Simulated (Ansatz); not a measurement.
## Does this entry for K2S2NO7 lie near equilibrium?

The cell is a COD entry, taken as it stands.

Space group P-1 (No. 2); a = 7.1400, b = 7.1600, c = 7.4500 Å, α = 82.00°, β = 67.00°, γ = 75.00°.

```
site  Wyckoff  site symmetry       x       y       z
  K1       2i              1  0.1460  0.3080  0.3370
  K3       2i              1  0.2780  0.8070  0.9240
  S5       2i              1  0.2590  0.3450  0.8280
  S7       2i              1  0.6890  0.1750  0.6250
   N       2i              1  0.4640  0.3010  0.6170
 O11       2i              1  0.1590  0.1780  0.8910
 O13       2i              1  0.1500  0.5060  0.7760
 O15       2i              1  0.7920  0.3070  0.6640
 O17       2i              1  0.4440  0.3230  0.4510
 O19       2i              1  0.7850  0.1050  0.4430
 O21       2i              1  0.6090  0.0440  0.7820
 O23       2i              1  0.3540  0.4080  0.9510
```

One atom of each set is listed.

Method: Kohn–Sham DFT in Ansatz, PBE, plane waves and PAW, scalar-relativistic, 420 eV cutoff, Γ-centred 5×5×5 k-points, Fermi–Dirac smearing 0.05 eV.

(1) Do the atoms and the cell lie near the calculated equilibrium?

Results:

(1) No. The largest force is 13 eV/Å, on atom 13 (O: 1 S at 1.32 Å; also 2 K at 2.56–3.03 Å), and the pressure is 15.7 GPa, with principal stresses up to 30 GPa in size. Such values can come from a cell under pressure, imprecise or misplaced coordinates, missing atoms or a wrong setting of the space group; the run alone doesn't tell which, and gradients calculated on this entry can't be taken for those of the compound at ambient conditions.
